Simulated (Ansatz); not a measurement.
KZn2BCl2O3:
Space group R32, hexagonal axes (No. 155); a = 4.9482 Å, b = 4.9482 Å, c = 26.3855 Å, α = 90.00°, β = 90.00°, γ = 120.00°

```tsv
atom	site	symmetry	x	y	z
K	3b	32	0.0000	0.0000	0.5000
Zn	6c	3.	0.0000	0.0000	0.3056
B	3a	32	0.0000	0.0000	0.0000
Cl	6c	3.	0.0000	0.0000	0.2202
O	9d	.2	0.0000	0.2774	0.0000
```
(The calculation used a cell of 9 atoms; values per cell refer to that cell.)

Relaxed with r²SCAN. DFT-r²SCAN in the program Ansatz with PAW potentials gives a gap of 4.35 eV.

What gap does HSE06 give on the same cell (Ansatz, PAW)?

5.59 eV, 1.24 eV more. The hybrid was solved on a coarser mesh and at special points; its gap is the smallest among all of these.

```csv
k,v1 r²SCAN,c1 r²SCAN,v1 HSE06,c1 HSE06
Γ,-0.42,4.35,-0.38,5.59
T,-0.46,4.93,…,…
L,-0.18,6.67,…,…
F,-0.15,6.68,-0.14,7.99
S0,0.00,7.12,…,…
H0,0.00,7.11,…,…
```

Top valence (v1) and lowest conduction level (c1) in eV from each method's valence maximum (which need not be a listed point): supply the withheld HSE06 values.


- T, v1 HSE06: -0.48
- T, c1 HSE06: 6.26
- H0, v1 HSE06: 0.00
- H0, c1 HSE06: 8.44
- S0, v1 HSE06: 0.00
- S0, c1 HSE06: 8.44
- L, v1 HSE06: -0.19
- L, c1 HSE06: 7.97

Cost on shared cores: the r²SCAN run (SCF on a 7×7×7 mesh, then bands and DOS) about 5 core-minutes (a rough figure), the HSE06 run (SCF on 4×4×4, then a few points) about 13 core-minutes (a rough figure); the tasks are unlike.

The workflow started from a Materials Project entry (that database holds measured and hypothetical structures alike); the Crystallography Open Database files this formula in space group No. 155, but the cells were not matched. Whether it is the stable phase at ambient conditions was not checked. The cell was relaxed with r²SCAN under the symmetry of its start; whether a distortion lowers the energy is not shown.

Potentials: the later of the program's two PAW sets.
